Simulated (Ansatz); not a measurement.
Sn$_{2}$Pt (cubic Laves (MgCu2 type), Fd-3m), plane-wave PAW PBEsol (Ansatz code), all energies at zero smearing, with the estimated change up to a 700 eV cutoff added, with one set of potentials and settings (totals compare only within such a set). Cell of 6 atoms (4 Sn, 2 Pt): -48566.159 eV.

```json
[
 {"element": "Sn", "reference phase": "I4_1/amd, 2 atoms in the cell", "E (eV/atom)": "-5949.8528"},
 {"element": "Pt", "reference phase": "Fm-3m, 1 atoms in the cell", "E (eV/atom)": "-12385.3838"}
]
```

Formation energy per atom, worked out: (-48566.159 − 4×(-5949.8528) − 2×(-12385.3838))/6 = 0.670 eV/atom (65 kJ per mol of atoms), at 0 K, without zero-point energy or fitted corrections.

The cell is a constructed one: a structure type filled with these elements; neither database checked (COD, Materials Project) lists it. COD files the formula under space group No. 225. Its standing as an ambient phase is unchecked. The PBEsol relaxation kept the symmetry of its start; its stability against distortions is not shown here. No spin polarisation was allowed. The references are the lowest solids computed at this level, not always the standard phases. Scalar-relativistic: spin–orbit coupling is off unless named, which matters more the heavier the elements.

Potentials: the earlier of the program's two PAW sets. The files were generated under PBE; for other functionals the program regenerates the frozen cores, and for LDA and PBEsol the local potential too.
